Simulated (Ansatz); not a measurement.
Relaxed candidate structures of RbGaH2:

**A**
```
CELL_PARAMETERS angstrom
      3.73300     0.00000     0.00000
     -1.86650     3.23287     0.00000
      0.00000     0.00000     6.66904
ATOMIC_POSITIONS crystal
  Ga 0.00000 0.00000 0.50000
  H  0.33333 0.66667 0.50000
  H  0.66667 0.33333 0.50000
  Rb 0.00000 0.00000 0.00000
```

**B**
```xyz
4
Lattice="1.8693 1.0792 5.5461 -1.8693 1.0792 5.5461 0.0000 -2.1585 5.5461" Properties=species:S:1:pos:R:3 pbc="T T T"
Ga     0.0000     0.0000     0.0000
Rb     0.0000     0.0000     8.3192
H      0.0000     0.0000     4.7140
H      0.0000     0.0000    11.9244
```

**C**
```
CELL_PARAMETERS angstrom
      3.26160     0.00000     0.00000
      0.00000     3.45622     0.00000
      0.00000     0.00000     5.89757
ATOMIC_POSITIONS crystal
  Ga 0.00000 0.50000 0.50000
  H  0.50000 0.50000 0.29784
  H  0.50000 0.50000 0.70216
  Rb 0.00000 0.00000 0.00000
```

**D**
```
RbGaH2
1.0
    4.13959     0.00000     0.00000
    0.00000     4.13959     0.00000
    0.00000     0.00000     3.74420
Rb Ga H
1 1 2
Direct
  0.50000   0.50000   0.50000
  0.00000   0.00000   0.00000
  0.00000   0.50000   0.00000
  0.50000   0.00000   0.00000
```

**Question.** Order them by energy per atom (lowest first) at the level r2SCAN (plane waves to 500 eV, PAW, scalar-relativistic; Ansatz, a quantum-chemistry and plane-wave program).

**Answer.** D (reference), C (+0.08 eV/atom), B (+0.18 eV/atom), A (+0.67 eV/atom)

The lowest structure calculated, Pnma, oP16, is not among these; it lies 0.39 eV/atom below the lowest of them. Each run could gain symmetry but not lose that of its start, so entries can be saddle points. All of these are generated cells (placed on structure types, drawn at random, substituted or restacked) that were not matched to a known phase here. Static energies at zero pressure. Each cell has its own k-point mesh; energy differences are given only to the digits this allows. No spin polarisation in the result.
